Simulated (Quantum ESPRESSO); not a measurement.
Ti₃AlSn₂Au₂ (simulated cell), Ti₆IrOs (simulated cell), Ti₆VCu (simulated cell) (calculated)

Calculation on a made-up metal alloy cell, not a measurement, run again with a planted mistake, found by running each candidate: no spin or spin-orbit, unrelaxed, 2900 K smearing, stress positive in tension, cell energy less the intended atoms' offsets; periodic Kohn-Sham density functional theory in plane waves with PseudoDojo standard norm-conserving scalar-relativistic pseudopotentials, each functional with its own files (v0.5 for PBE, v0.4.1 for LDA and PBEsol), eight atoms on drawn sites of a strained close-packed or body-centred lattice, each displaced and held fixed; the energy is the cell's free energy, ions and the entropy term -TS included, at the stated Fermi-Dirac width, less a fixed offset for each atom's element (shifted free energy); compositions with an open d shell lost a parallel starting moment in a cheaper test run, and other magnetic orders were not tried; an error bar is the largest change of its kind in a tighter rerun, never given below 0.002 eV, 0.02 GPa or 0.003 eV/angstrom, and covers cutoff and k-mesh only, not smearing or the files. Program: Quantum ESPRESSO 7.5.

Common to all runs: intended functional pbe; fermi dirac smearing 0.25 eV; intended electrons removed 0; candidate functional lda; structure shown the intended cell.

Notes on all entries: a spin test at this wide smearing found no moment, but such smearing suppresses magnetism that the real alloy may have; another functional or element uses other pseudopotential files, so its energy jump is mostly a change of zero; lattice, volume and sites are drawn at random and may be unstable or far from any real phase; energies are for the whole cell, less offsets fitted to these runs, so they are not formation energies.

(1) Ti₃AlSn₂Au₂ (simulated cell)

```
Ti3AlSn2Au2
1.0
     -0.0281     2.0870     2.0866
     -4.2001     2.1569    -2.1002
     -4.0695    -6.2275     6.2823
Au Al Sn Ti Sn Ti Au
1 1 1 2 1 1 1
Direct
  -0.03510 0.05022 -0.00264
  0.02007 0.22976 0.74122
  0.00144 0.48978 0.50393
  -0.02021 0.75032 0.25042
  0.46405 -0.01273 0.48652
  0.55461 0.25638 0.27111
  0.49509 0.51378 -0.00610
  0.52967 0.74796 0.74402
```

```
lattice type                     : face-centred cubic
cutoff                           : 1143 eV
healthy entropy term negative ts : -1.356 eV
healthy pressure                 : 5.87 GPa
healthy stress xx                : -5.2 GPa
healthy stress yy                : -6.2 GPa
healthy stress zz                : -6.21 GPa
healthy stress yz                : -2.52 GPa
healthy stress xz                : 4.02 GPa
healthy stress xy                : -4.73 GPa
faulty entropy term negative ts  : -1.288 eV
faulty pressure                  : 7.51 GPa
faulty stress xx                 : -6.77 GPa
faulty stress yy                 : -7.84 GPa
faulty stress zz                 : -7.91 GPa
faulty stress yz                 : -1.7 GPa
faulty stress xz                 : 3.67 GPa
faulty stress xy                 : -4.37 GPa
candidate first exchanged site   : 4
candidate second exchanged site  : 8
candidate length scale change    : -0.66 percent
candidate wrong element site     : 5
candidate wrong element          : Ta
candidate misplaced site         : 3
candidate misplaced along        : y
candidate misplaced by           : 0.15 Å
k mesh                           : 8 x 5 x 3 shifted half a step off Gamma on each axis
healthy shifted free energy      : -0.355 eV
faulty shifted free energy       : -155.828 eV
fault kind                       : wrong element (wrong element site 5, wrong element Ta)
```

Atoms:
```tsv
atoms element	atom site	atom energy offset (eV)
Au	1	-4032.82
Al	2	-63.26
Sn	3	-2144.16
Ti	4	-1615.4
Ti	5	-1615.4
Sn	6	-2144.16
Ti	7	-1615.4
Au	8	-4032.82
```

Healthy forces:
```tsv
site	x (eV/Å)	y (eV/Å)	z (eV/Å)
1	0.563	-0.024	0.361
2	-0.158	-0.683	0.375
3	-2.03	-0.505	0.699
4	0.669	0.415	-0.016
5	-0.328	-0.522	0.911
6	2.087	1.637	-2.409
7	-0.389	0.07	-0.265
8	-0.415	-0.39	0.343
```

Faulty forces:
```tsv
site	x (eV/Å)	y (eV/Å)	z (eV/Å)
1	0.546	-0.046	0.376
2	-0.123	-0.746	0.415
3	-2.155	-0.466	0.628
4	0.979	0.343	0.017
5	-0.636	-0.797	1.252
6	2.081	2.109	-2.852
7	-0.357	0.105	-0.305
8	-0.334	-0.503	0.469
```

Candidate mistake: atoms exchanged, cell scaled, wrong functional, wrong element, atom misplaced

Notes: the tin pseudopotential is less sure than most, with forces differing by about three percent from a second method on plain tin; heavy elements are run without spin-orbit coupling, which real alloys of them have; error bars of the healthy run: energy 0.0081 eV, stress 0.036 GPa, force 0.015 eV/Å, from a tighter rerun of this or a related cell; largest difference from healthy 19114 error bars; largest difference from nearest other mistake 19081 error bars.

(2) Ti₃AlSn₂Au₂ (simulated cell)

Structure as in entry 1.

```
lattice type                     : face-centred cubic
cutoff                           : 1143 eV
healthy entropy term negative ts : -1.356 eV
healthy pressure                 : 5.87 GPa
healthy stress xx                : -5.2 GPa
healthy stress yy                : -6.2 GPa
healthy stress zz                : -6.21 GPa
healthy stress yz                : -2.52 GPa
healthy stress xz                : 4.02 GPa
healthy stress xy                : -4.73 GPa
faulty entropy term negative ts  : -1.356 eV
faulty pressure                  : 6.3 GPa
faulty stress xx                 : -6.08 GPa
faulty stress yy                 : -6.81 GPa
faulty stress zz                 : -6.01 GPa
faulty stress yz                 : -2.86 GPa
faulty stress xz                 : 3.89 GPa
faulty stress xy                 : -4.87 GPa
candidate first exchanged site   : 4
candidate second exchanged site  : 8
candidate length scale change    : -0.66 percent
candidate wrong element site     : 5
candidate wrong element          : Ta
candidate misplaced site         : 3
candidate misplaced along        : y
candidate misplaced by           : 0.15 Å
k mesh                           : 8 x 5 x 3 shifted half a step off Gamma on each axis
healthy shifted free energy      : -0.355 eV
faulty shifted free energy       : -0.209 eV
fault kind                       : atom misplaced (misplaced site 3, misplaced along y, misplaced by 0.15 Å)
```

Atoms:
```tsv
atoms element	atom site	atom energy offset (eV)
Au	1	-4032.82
Al	2	-63.26
Sn	3	-2144.16
Ti	4	-1615.4
Ti	5	-1615.4
Sn	6	-2144.16
Ti	7	-1615.4
Au	8	-4032.82
```

Healthy forces:
```tsv
site	x (eV/Å)	y (eV/Å)	z (eV/Å)
1	0.563	-0.024	0.361
2	-0.158	-0.683	0.375
3	-2.03	-0.505	0.699
4	0.669	0.415	-0.016
5	-0.328	-0.522	0.911
6	2.087	1.637	-2.409
7	-0.389	0.07	-0.265
8	-0.415	-0.39	0.343
```

Faulty forces:
```tsv
site	x (eV/Å)	y (eV/Å)	z (eV/Å)
1	0.559	-0.021	0.36
2	-0.176	-0.515	0.201
3	-2.351	-1.452	1.071
4	0.676	0.539	-0.157
5	-0.663	-0.267	0.849
6	2.543	1.922	-2.373
7	-0.377	0.082	-0.276
8	-0.212	-0.288	0.325
```

Candidate mistake: atoms exchanged, cell scaled, wrong functional, wrong element, atom misplaced

Notes: the tin pseudopotential is less sure than most, with forces differing by about three percent from a second method on plain tin; heavy elements are run without spin-orbit coupling, which real alloys of them have; error bars of the healthy run: energy 0.0081 eV, stress 0.036 GPa, force 0.015 eV/Å, from a tighter rerun of this or a related cell; largest difference from healthy 65 error bars; largest difference from nearest other mistake 58 error bars.

(3) Ti₆IrOs (simulated cell)

```
Ti6IrOs
1.0
      4.2554    -2.4569     0.0000
     -2.8370     0.0000    -4.4572
      2.8370     4.9138     0.0000
Ir Os Ti
1 1 6
Direct
  0.02465 0.03336 -0.00361
  -0.01049 0.00390 0.48682
  0.08605 0.49354 0.38628
  0.07699 0.48414 0.86904
  0.51945 0.00153 0.25364
  0.50074 -0.00709 0.75338
  0.59233 0.48827 0.11925
  0.57272 0.50305 0.64818
```

```
lattice type                     : hexagonal close-packed
cutoff                           : 1143 eV
healthy entropy term negative ts : -2.212 eV
healthy pressure                 : 8.1 GPa
healthy stress xx                : -6.93 GPa
healthy stress yy                : -7.91 GPa
healthy stress zz                : -9.46 GPa
healthy stress yz                : 0.15 GPa
healthy stress xz                : -0.06 GPa
healthy stress xy                : -3.94 GPa
faulty entropy term negative ts  : -2.175 eV
faulty pressure                  : 11.34 GPa
faulty stress xx                 : -10.17 GPa
faulty stress yy                 : -11.06 GPa
faulty stress zz                 : -12.8 GPa
faulty stress yz                 : 0.15 GPa
faulty stress xz                 : -0.05 GPa
faulty stress xy                 : -4.09 GPa
candidate first exchanged site   : 1
candidate second exchanged site  : 6
candidate length scale change    : -0.57 percent
candidate wrong element site     : 6
candidate wrong element          : Mg
candidate misplaced site         : 6
candidate misplaced along        : z
candidate misplaced by           : 0.08 Å
k mesh                           : 6 x 5 x 4 shifted half a step off Gamma on each axis
healthy shifted free energy      : -0.985 eV
faulty shifted free energy       : -0.856 eV
fault kind                       : cell scaled (length scale change -0.57 percent)
```

Atoms:
```tsv
atoms element	atom site	atom energy offset (eV)
Ir	1	-3133.86
Os	2	-2753.07
Ti	3	-1615.4
Ti	4	-1615.4
Ti	5	-1615.4
Ti	6	-1615.4
Ti	7	-1615.4
Ti	8	-1615.4
```

Healthy forces:
```tsv
site	x (eV/Å)	y (eV/Å)	z (eV/Å)
1	0.621	-0.168	0.879
2	0.802	-0.136	0.562
3	-0.244	-0.331	-0.091
4	-0.088	0.3	-0.095
5	-0.646	0.508	0.504
6	-0.731	0.062	0.026
7	0.156	0.567	-1.227
8	0.13	-0.802	-0.559
```

Faulty forces:
```tsv
site	x (eV/Å)	y (eV/Å)	z (eV/Å)
1	0.655	-0.164	0.969
2	0.873	-0.147	0.629
3	-0.264	-0.342	-0.163
4	-0.119	0.318	-0.174
5	-0.706	0.533	0.529
6	-0.769	0.063	0.041
7	0.187	0.569	-1.265
8	0.143	-0.831	-0.566
```

Candidate mistake: atoms exchanged, cell scaled, wrong functional, wrong element, atom misplaced

Notes: heavy elements are run without spin-orbit coupling, which real alloys of them have; error bars of the healthy run: energy 0.002 eV, stress 0.057 GPa, force 0.0068 eV/Å, from a tighter rerun of this or a related cell; largest difference from healthy 64 error bars; largest difference from nearest other mistake 119 error bars.

(4) Ti₆IrOs (simulated cell)

Structure as in entry 3.

```
lattice type                     : hexagonal close-packed
cutoff                           : 1143 eV
healthy entropy term negative ts : -2.212 eV
healthy pressure                 : 8.1 GPa
healthy stress xx                : -6.93 GPa
healthy stress yy                : -7.91 GPa
healthy stress zz                : -9.46 GPa
healthy stress yz                : 0.15 GPa
healthy stress xz                : -0.06 GPa
healthy stress xy                : -3.94 GPa
faulty entropy term negative ts  : -2.239 eV
faulty pressure                  : -3.32 GPa
faulty stress xx                 : 4.4 GPa
faulty stress yy                 : 3.23 GPa
faulty stress zz                 : 2.33 GPa
faulty stress yz                 : 0.16 GPa
faulty stress xz                 : -0.04 GPa
faulty stress xy                 : -3.67 GPa
candidate first exchanged site   : 1
candidate second exchanged site  : 6
candidate length scale change    : -0.57 percent
candidate wrong element site     : 6
candidate wrong element          : Mg
candidate misplaced site         : 6
candidate misplaced along        : z
candidate misplaced by           : 0.08 Å
k mesh                           : 6 x 5 x 4 shifted half a step off Gamma on each axis
healthy shifted free energy      : -0.985 eV
faulty shifted free energy       : 3.453 eV
fault kind                       : wrong functional (functional lda)
```

Atoms:
```tsv
atoms element	atom site	atom energy offset (eV)
Ir	1	-3133.86
Os	2	-2753.07
Ti	3	-1615.4
Ti	4	-1615.4
Ti	5	-1615.4
Ti	6	-1615.4
Ti	7	-1615.4
Ti	8	-1615.4
```

Healthy forces:
```tsv
site	x (eV/Å)	y (eV/Å)	z (eV/Å)
1	0.621	-0.168	0.879
2	0.802	-0.136	0.562
3	-0.244	-0.331	-0.091
4	-0.088	0.3	-0.095
5	-0.646	0.508	0.504
6	-0.731	0.062	0.026
7	0.156	0.567	-1.227
8	0.13	-0.802	-0.559
```

Faulty forces:
```tsv
site	x (eV/Å)	y (eV/Å)	z (eV/Å)
1	0.558	-0.179	0.696
2	0.663	-0.11	0.43
3	-0.193	-0.303	0.044
4	-0.04	0.24	0.067
5	-0.529	0.456	0.447
6	-0.673	0.068	0.017
7	0.113	0.512	-1.129
8	0.101	-0.684	-0.572
```

Candidate mistake: atoms exchanged, cell scaled, wrong functional, wrong element, atom misplaced

Notes: heavy elements are run without spin-orbit coupling, which real alloys of them have; error bars of the healthy run: energy 0.002 eV, stress 0.057 GPa, force 0.0068 eV/Å, from a tighter rerun of this or a related cell; largest difference from healthy 2219 error bars; largest difference from nearest other mistake 2155 error bars.

(5) Ti₆VCu (simulated cell)

```
Ti6VCu
1.0
     -0.0037     1.9859     1.9520
      0.0360     3.9743    -3.9065
     -7.6608    -2.0157     1.9967
Ti Cu V Ti
3 1 1 3
Direct
  -0.02039 -0.00154 -0.00040
  -0.00462 0.25073 0.50018
  -0.00337 0.50703 -0.00451
  0.00226 0.74539 0.49729
  0.49697 0.12637 0.74562
  0.51135 0.38936 0.26478
  0.48508 0.62098 0.74787
  0.50888 0.87198 0.24930
```

```
lattice type                     : face-centred cubic
cutoff                           : 1252 eV
healthy entropy term negative ts : -2.222 eV
healthy pressure                 : 14.01 GPa
healthy stress xx                : -13.03 GPa
healthy stress yy                : -14.55 GPa
healthy stress zz                : -14.47 GPa
healthy stress yz                : 0.31 GPa
healthy stress xz                : -1.34 GPa
healthy stress xy                : 0.85 GPa
faulty entropy term negative ts  : -2.221 eV
faulty pressure                  : 14.32 GPa
faulty stress xx                 : -12.89 GPa
faulty stress yy                 : -15.2 GPa
faulty stress zz                 : -14.88 GPa
faulty stress yz                 : 0.22 GPa
faulty stress xz                 : -0.73 GPa
faulty stress xy                 : 0.44 GPa
candidate first exchanged site   : 4
candidate second exchanged site  : 6
candidate length scale change    : 1.27 percent
candidate wrong element site     : 6
candidate wrong element          : Al
candidate misplaced site         : 5
candidate misplaced along        : z
candidate misplaced by           : -0.17 Å
k mesh                           : 8 x 5 x 3 shifted half a step off Gamma on each axis
healthy shifted free energy      : 1.646 eV
faulty shifted free energy       : 1.606 eV
fault kind                       : atoms exchanged (first exchanged site 4, second exchanged site 6)
```

Atoms:
```tsv
atoms element	atom site	atom energy offset (eV)
Ti	1	-1615.4
Ti	2	-1615.4
Ti	3	-1615.4
Cu	4	-5159.25
V	5	-2008.71
Ti	6	-1615.4
Ti	7	-1615.4
Ti	8	-1615.4
```

Healthy forces:
```tsv
site	x (eV/Å)	y (eV/Å)	z (eV/Å)
1	-0.13	0.626	-0.392
2	-0.372	-0.373	0.504
3	0.265	-0.557	0.706
4	-0.572	0.293	-0.31
5	0.288	-0.26	0.284
6	0.319	-0.109	-0.181
7	0.74	0.536	-0.459
8	-0.537	-0.156	-0.153
```

Faulty forces:
```tsv
site	x (eV/Å)	y (eV/Å)	z (eV/Å)
1	-0.302	0.84	-0.666
2	0.333	-0.084	0.17
3	-0.456	-0.761	0.923
4	-0.131	0.223	-0.195
5	0.123	-0.16	0.187
6	0.733	-0.321	0.093
7	-0.243	0.262	-0.211
8	-0.058	0.001	-0.302
```

Candidate mistake: atoms exchanged, cell scaled, wrong functional, wrong element, atom misplaced

Notes: the copper pseudopotential is less sure than most, with forces differing by about three percent and pressure by about two GPa from a second method on plain copper; error bars of the healthy run: energy 0.002 eV, stress 0.02 GPa, force 0.003 eV/Å, from a tighter rerun of this or a related cell; largest difference from healthy 328 error bars; largest difference from nearest other mistake 316 error bars.

(6) Ti₆VCu (simulated cell)

Structure as in entry 5.

```
lattice type                     : face-centred cubic
cutoff                           : 1252 eV
healthy entropy term negative ts : -2.222 eV
healthy pressure                 : 14.01 GPa
healthy stress xx                : -13.03 GPa
healthy stress yy                : -14.55 GPa
healthy stress zz                : -14.47 GPa
healthy stress yz                : 0.31 GPa
healthy stress xz                : -1.34 GPa
healthy stress xy                : 0.85 GPa
faulty entropy term negative ts  : -2.313 eV
faulty pressure                  : 8.35 GPa
faulty stress xx                 : -7.47 GPa
faulty stress yy                 : -8.81 GPa
faulty stress zz                 : -8.77 GPa
faulty stress yz                 : 0.14 GPa
faulty stress xz                 : -1.26 GPa
faulty stress xy                 : 0.77 GPa
candidate first exchanged site   : 4
candidate second exchanged site  : 6
candidate length scale change    : 1.27 percent
candidate wrong element site     : 6
candidate wrong element          : Al
candidate misplaced site         : 5
candidate misplaced along        : z
candidate misplaced by           : -0.17 Å
k mesh                           : 8 x 5 x 3 shifted half a step off Gamma on each axis
healthy shifted free energy      : 1.646 eV
faulty shifted free energy       : 1.328 eV
fault kind                       : cell scaled (length scale change 1.27 percent)
```

Atoms:
```tsv
atoms element	atom site	atom energy offset (eV)
Ti	1	-1615.4
Ti	2	-1615.4
Ti	3	-1615.4
Cu	4	-5159.25
V	5	-2008.71
Ti	6	-1615.4
Ti	7	-1615.4
Ti	8	-1615.4
```

Healthy forces:
```tsv
site	x (eV/Å)	y (eV/Å)	z (eV/Å)
1	-0.13	0.626	-0.392
2	-0.372	-0.373	0.504
3	0.265	-0.557	0.706
4	-0.572	0.293	-0.31
5	0.288	-0.26	0.284
6	0.319	-0.109	-0.181
7	0.74	0.536	-0.459
8	-0.537	-0.156	-0.153
```

Faulty forces:
```tsv
site	x (eV/Å)	y (eV/Å)	z (eV/Å)
1	-0.111	0.567	-0.339
2	-0.37	-0.349	0.48
3	0.286	-0.505	0.647
4	-0.501	0.252	-0.269
5	0.248	-0.201	0.226
6	0.265	-0.113	-0.172
7	0.667	0.478	-0.405
8	-0.484	-0.129	-0.167
```

Candidate mistake: atoms exchanged, cell scaled, wrong functional, wrong element, atom misplaced

Notes: the copper pseudopotential is less sure than most, with forces differing by about three percent and pressure by about two GPa from a second method on plain copper; error bars of the healthy run: energy 0.002 eV, stress 0.02 GPa, force 0.003 eV/Å, from a tighter rerun of this or a related cell; largest difference from healthy 287 error bars; largest difference from nearest other mistake 316 error bars.
